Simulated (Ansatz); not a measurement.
Cs$_{2}$As$_{3}$:
```xyz
10
Lattice="0.0000 5.2629 7.8994 4.8749 0.0000 7.8994 4.8749 5.2629 0.0000" Properties=species:S:1:pos:R:3 pbc="T T T"
Cs     7.3124     7.8944    11.8491
Cs     2.4375     2.6315     3.9497
Cs     4.8749     7.6537     7.8994
Cs     4.8749     2.8722     7.8994
As     7.6884     5.2629     6.7073
As     2.0614     5.2629     9.0915
As     2.0614     5.2629     6.7073
As     7.6884     5.2629     9.0915
As     4.8749     5.2629    13.4002
As     4.8749     5.2629     2.3986
```

Relaxed with r²SCAN.

### Question
Map the electron localisation function on the plane through (0.727, 0.273, 0.727) spanned by u = [1, 1, -1] and v = [1, -1, 1] in lattice vectors, from r²SCAN (plane waves, PAW; program Ansatz).

### Answer
x is the fraction of u, y of v (the angle between them is 90°; rows are the nearest grid lines); atoms in the plane: Cs at (0.00, 0.00), Cs at (0.50, 0.50), Cs at (0.00, 0.55), Cs at (0.50, 0.05), As at (0.35, 0.77), As at (0.85, 0.27), As at (0.15, 0.27), As at (0.65, 0.77).
```
|0299500000000100289889820010000000059920|
|6899500000015762027997202675100000059986|
|9998300000158885102772015888510000038999|
|8862000002699987620000267899962000002688|
|1000000005898756652002566578985000000001|
|0000000005898342552002552438985000000000|
|0000000005898413552002553148985000000000|
|5410000004899877641001467789984000000145|
|9985000001589997400110047999851000005899|
|7998400000025762017997102675200000048997|
|0599500000002430059999500342000000059950|
|0399400000000000399449940000000000049930|
|9996002310000000599449950000000132006999|
|8720158885100000389999830000015888510278|
|2100479998410000168998610000148999740012|
|0014678899840000002552000000489988764100|
|0025532489850000000000000000589842355200|
|0025531489850000000000000000589841355200|
|0025554689850000000000000000589864555200|
|0002678999720000015885100000279998762000|
|7620168986200000279999720000026898610267|
|9995003420000000599559950000000243005999|
|6898100100000000599229950000000010018986|
|0299500000000100289889820010000000059920|
```
Scale: ten equal steps from 0.000 (start of '0') to 0.896 (end of '9'), in the order '0123456789'; x runs from 0.000 to 1.00, y from 0.000 (bottom) to 1.00 (top).

The density is the valence pseudo-density with augmentation charge, so density and ELF within about 1 Å of a nucleus are not all-electron values.

Space group Fmmm. The first step of the workflow began from a Materials Project structure, measured or hypothetical; the Crystallography Open Database copy checked does not list it. Its standing as an ambient phase is unchecked. Symmetry was held in the r²SCAN relaxation; whether a distortion lowers the energy is not shown. Scalar-relativistic: spin–orbit coupling is off unless named, which matters more the heavier the elements.

Potentials: the later of the program's two PAW sets.
